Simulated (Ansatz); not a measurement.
The elements of this relaxed trial crystal are hidden behind letters.

```
lattice vectors (Å)
  -2.2207    2.2207    4.3603
   2.2207   -2.2207    4.3603
   2.2207    2.2207   -4.3603
fractional positions
X 0.3250 0.3250 0.0000
X 0.6750 0.6750 0.0000
Z 0.0000 0.0000 0.0000
Q 0.2500 0.7500 0.5000
Q 0.7500 0.2500 0.5000
```

Method: DFT PBE, scalar-relativistic, plane waves, PAW in Ansatz. Cutoff 420 eV, Γ-centred 12×12×12 mesh (5-atom cell), Gaussian smearing of 0.10 eV, collinear spin.

```
Space group                                 : I4/mmm (No. 139)
Conventional cell                           : a = 4.441 Å, c = 8.721 Å
Volume per atom                             : 17.20 Å³
Density                                     : 4.86 g/cm³
Formation energy                            : +0.29 eV/atom
Gap on the 12×12×12 mesh of the 5-atom cell : 0 eV (a metal)
Net moment per atom                         : 0.24 μB
```

Energies are uncorrected and count from the elements' standard states at the same level.

Problem. X is a d-block element of period 5, Z is a d-block element of period 4 and Q is a p-block element of period 2. Which elements are they?

Solution. X = Zr, Z = Ti, Q = B, so the formula is Zr2TiB2. Density times volume gives a mean mass of 4.86 × 17.20/1.6605 = 50.3 u per atom, and this set has 50.4 u. Zr is surrounded by 4 B at 2.32 Å, 1 Ti at 2.83 Å, 1 Zr at 3.05 Å, 4 Zr at 3.40 Å and 4 Ti at 3.49 Å; Ti has 2 Zr at 2.83 Å, 8 B at 3.11 Å and 8 Zr at 3.49 Å; B is surrounded by 4 Zr at 2.32 Å and 4 Ti at 3.11 Å. Other sets within the hints have nearly the same mass, so mass alone doesn't settle it; this one was computed.

The magnetic state reached may not be the lowest. A structure relaxed within its symmetry needn't be a true minimum. Another cell of Zr2TiB2 relaxed alike but without spin, in P-6m2, lies 0.83 eV/atom lower, so this cell isn't the stable form at this level.
